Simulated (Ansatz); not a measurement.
AlP (zinc blende, F-43m) under volume change, DFT-PBE in the program Ansatz with PAW potentials, scaled uniformly.

```tsv
V (Å³/atom)	E − E(relaxed) (meV/atom)	P (GPa)
19.000	51.3	9.48
19.626	21.6	5.82
20.253	5.1	2.69
20.879	0.0	0.00
21.505	4.6	-2.29
22.132	17.5	-4.26
22.758	37.5	-5.94
```

Problem. What does a third-order Birch–Murnaghan fit give for V₀, B₀ and B′?

Solution. V₀ = 20.88 Å³/atom, B₀ = 82.5 GPa, B′ = 4.2.

The cell was relaxed with PBE under the symmetry of its start.

Potentials: the earlier of the program's two PAW sets.
